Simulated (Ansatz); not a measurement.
This is a field-response calculation (clamped ions) with the PAW code Ansatz on LaGa3N4 as one 8-atom ordering on the wurtzite lattice; the level of theory is r2SCAN. The cell was relaxed beforehand with r2SCAN.

```yaml
crystal:
  lattice:
    - [3.3330623007, 0.0, 0.0]
    - [-1.6665311504, 2.8865166248, 0.0]
    - [0.0, 0.0, 11.2289916907]
  atoms:
    - { symbol: Ga, position: [0.3333333333, 0.6666666667, 0.0262458715] }
    - { symbol: Ga, position: [0.3333333333, 0.6666666667, 0.4757321576] }
    - { symbol: Ga, position: [0.6666666667, 0.3333333333, 0.2507614379] }
    - { symbol: La, position: [0.6666666667, 0.3333333333, 0.7500925218] }
    - { symbol: "N", position: [0.3333333333, 0.6666666667, 0.20093269] }
    - { symbol: "N", position: [0.3333333333, 0.6666666667, 0.6478018789] }
    - { symbol: "N", position: [0.6666666667, 0.3333333333, 0.4258709874] }
    - { symbol: "N", position: [0.6666666667, 0.3333333333, 0.9725624548] }
kpoints:
  mp_grid: { grid: [9, 9, 2] }
hamiltonian:
  xc: r2scan
scf:
  occupations: { method: fixed }
dielectric: {}
```

Some lines of the output have been replaced by numbered gaps.
```
Pseudopotential: Ga, paw, valence charge 13, recommended cutoff 500 eV (meta_gga)
Pseudopotential: La, paw, valence charge 11, recommended cutoff 500 eV (meta_gga)
Pseudopotential: N, paw, valence charge 5, recommended cutoff 500 eV (meta_gga)
Functional definition: r2SCAN
Crystal: 8 atoms, lattice volume = 108.033 Å³
[1]
Bands: 43, of which v1, the nominal top of the filled ones, is band 35 counted from 1 (34 counted from 0)
[2]
SCF 1 converged in 13 iterations: F = -19179.666306 eV  dr2 = 7.78e-11
SCF 1 converged in 6 iterations: F = -19179.344224 eV  dr2 = 1.73e-8
Free energy (F): -19179.666306 eV
Fermi energy:    10.091564 eV
--- Per-component energies (eV) ---
  E_band       = -58.443548
  E_kinetic    = 1066.751879
  E_local      = -7348.891170
  E_nonlocal   = 1569.783436
  E_hartree    = 3368.187481
  E_xc         = -557.917720
  E_vxc        = -677.510507
  E_paw        = -11979.894205
  E_vpaw       = -1441.879216
  E_vtau       = 36.926829
  E_ewald      = -5295.676980
  E_core_change = -2.008956
--- Dielectric response (ions clamped): 3 representative field directions + reference, inside a basis on a mesh of 200 k-points ---
  ε∞ (high-frequency dielectric tensor):
[3]
  Born effective charges Z* (e; rows j = field, columns β = displacement):
    site 0:
[4]
    site 1:
[5]
    site 2:
[6]
    site 3:
[7]
    site 4:
[8]
    site 5:
[9]
    site 6:
[10]
    site 7:
[11]
  ε∞ is read to err by 6.6e-2, Z* by 5.3e-2 e
```

Question: What stood in the gaps? They hold the Born charges, ε∞ (with the ionic part, where printed), cutoff and plane waves at Γ, the symmetry found.

Answer:
```
[1]
Basis set: ecut = 500 eV, 2705 PW (Γ)
[2]
Symmetry: 6 space group operations
[3]
        7.484071     0.000000     0.000000
        0.000000     7.484071     0.000000
        0.000000     0.000000     6.443799
[4]
         2.71267    0.00000    0.00000
         0.00000    2.71267    0.00000
         0.00000    0.00000    2.45626
[5]
         2.69006    0.00000    0.00000
         0.00000    2.69006    0.00000
         0.00000    0.00000    3.33921
[6]
         2.69227    0.00000    0.00000
         0.00000    2.69227    0.00000
         0.00000    0.00000    3.10131
[7]
         4.19580    0.00000    0.00000
         0.00000    4.19580    0.00000
         0.00000    0.00000    3.37580
[8]
        -2.68901    0.00000    0.00000
         0.00000   -2.68901    0.00000
         0.00000    0.00000   -3.05521
[9]
        -4.04378    0.00000    0.00000
         0.00000   -4.04378    0.00000
         0.00000    0.00000   -3.04895
[10]
        -2.69748    0.00000    0.00000
         0.00000   -2.69748    0.00000
         0.00000    0.00000   -2.98945
[11]
        -2.86052    0.00000    0.00000
         0.00000   -2.86052    0.00000
         0.00000    0.00000   -3.17898
```

Run as `ansatz run input.yaml --threads 4 --pin off --max-ram 6451MiB --backend cpu --events-out ev --progress --plain --runs-dir out`. Wall time 3.3 min on 4 threads of Arm Neoverse V2 (shared host); peak host memory 2.2 GiB.

Values at 0 K without nuclear motion; spin polarisation is off, and the phase may be a hypothetical one.

The runs are scalar-relativistic, without spin-orbit coupling.
